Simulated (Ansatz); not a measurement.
One crystal and one scan (energy over volume and axial ratio) at two levels, PBE (plane waves to 420 eV, PAW, scalar-relativistic; Ansatz, a quantum-chemistry and plane-wave program) and r2SCAN (plane waves to 500 eV, PAW, scalar-relativistic; Ansatz), each from its own relaxed cell and on its own mesh. The cell shown is that of PBE.

HfN (rock salt)

```
CELL_PARAMETERS angstrom
      0.00000     2.27401     2.27401
      2.27401     0.00000     2.27401
      2.27401     2.27401     0.00000
ATOMIC_POSITIONS crystal
  N  0.00000 0.00000 0.00000
  Hf 0.50000 0.50000 0.50000
```

Two coordinates are scanned: the volume, and the ratio of the stretch along z (the conventional c axis) to the stretch across it. Atoms keep their fractional coordinates.

E stands for the smeared free energy. HfN is run without spin polarisation. HfN was relaxed with its symmetry unable to fall. Spin-orbit coupling is left out, though Hf is heavy. The PAW data are Ansatz's earlier set. With partly filled bands, the response to shear is sensitive to the k mesh, so small differences along c/a are uncertain. Percentages come from the unrounded values. Both scans cover V/V₀ from 0.960 to 1.040 and (c/a)/(c/a)₀ from 0.960 to 1.040.

Results of PBE:

| Property | Value |
|---|---|
| Lattice constant a (Å) | 4.548 |
| Shear modulus C′ = (C11 − C12)/2 (fit, atoms clamped) (GPa) | 221 |

Estimate the r2SCAN values.


| quantity | r2SCAN | PBE − r2SCAN |
|---|---|---|
| Lattice constant a (Å) | 4.526 | +0.022 (+0.5 %) |
| Shear modulus C′ = (C11 − C12)/2 (fit, atoms clamped) (GPa) | 236 | -15 (-6 %) |

PBE gives the higher value for: lattice constant a. PBE gives the lower value for: shear modulus C′. Neither level is exact: the differences show how much the result hangs on the functional.

(Under strain, the slope of the energy per volume gives the stress and its curvature an elastic modulus.)
